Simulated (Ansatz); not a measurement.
Is this GaCo result the lowest state?

GaCo is taken as a measured crystal structure (space group Pm-3m, primitive cell doubled), 4 atoms in the cell. Source: COD entry 1525477; it may be a high-temperature, high-pressure or metastable form.

Method: DFT, PBE, PAW, plane waves, scalar-relativistic (Ansatz).

```yaml
crystal:
  lattice:
    - [-2.8831, 0.0, -2.8831]
    - [0.0, -2.8831, 0.0]
    - [-2.8831, 0.0, 2.8831]
  atoms:
    - { symbol: Ga, position: [0.0, 0.5, 0.5] }
    - { symbol: Ga, position: [0.5, 0.5, 0.0] }
    - { symbol: Co, position: [0.0, 0.0, 0.0], spin: 1.5 }
    - { symbol: Co, position: [0.5, 0.0, 0.5], spin: -1.5 }
magnetization:
  spin_polarized: true
hamiltonian:
  xc: pbe
  pseudopotentials: { kind: paw }
basis:
  ecutwfc: 420
kpoints:
  mp_grid: { grid: [6, 9, 6] }
scf:
  occupations: { method: fermi_dirac, width: 0.05 }
  lower_state_search: "off"
output:
  forces: true
  stress: true
```

It took 4.8 s on 2 threads of Arm Neoverse V2 (shared host), peak memory 0.41 GiB.

The end of the output:

```
SCF converged after 19 iterations
Magnetization: 0.0000 μB (30.0000 up, 30.0000 down)
Absolute magnetization: 0.5510 μB (∫|ρ↑−ρ↓|, with the PAW one-centre terms)
Spin contamination: 0.1129 ħ² per cell (⟨S²⟩ above its minimum at these occupations)
Per-site moments (μB) at R_I (Å): [(4.1909e-16, 1.0299), (-4.1909e-16, 1.0299), (0.2546, 1.0299), (-0.2546, 1.0299)]
Free energy (F): -17819.375220 eV
Harris-Foulkes:  -17819.375220 eV  (|F-HF|=1.82e-11)
Internal energy: -17819.358127 eV  (E = F + TS)
E sigma→0 (E₀):  -17819.366674 eV
Entropy (-TS):   -0.017093 eV (-4.273 meV/atom)
Fermi energy:    16.805504 eV
--- Forces (eV/Å), atoms counted from 1 ---
  atom   1  Ga    -0.00000000     0.00000000     0.00000000
  atom   2  Ga    -0.00000000     0.00000000    -0.00000000
  atom   3  Co     0.00000000     0.00000000    -0.00000000
  atom   4  Co    -0.00000000     0.00000000     0.00000000
--- Stress (GPa, compression-positive) ---
       -0.267385       0.000000       0.000000
        0.000000       0.408442       0.000000
       -0.000000       0.000000      -0.267385
  P = ⅓ Tr σ = -0.0421 GPa (-0.421 kbar)
```

The mesh is too coarse to rank close states of a metal with certainty: differences of some tens of meV/atom may change, at times in sign.

A small moment in a metal is sensitive to the mesh and the smearing.

Site moments are taken inside atomic spheres and don't add up to the total.

**Question.** Would you trust this as the ground state? If a lower solution is known, describe it.

**Answer.** As far as the runs go, yes: it is the lowest of 2 states reached by 12 converged runs, and the next lies 0.7 meV/atom higher (non-magnetic, no gap on the k-mesh). That doesn't prove a ground state. States within about 5 meV/atom are too close for this mesh, smearing and search to settle their order. This multiple of the primitive cell fits some opposed orders; other multiples fit others. Orders that need a larger cell or non-collinear spins weren't tried.
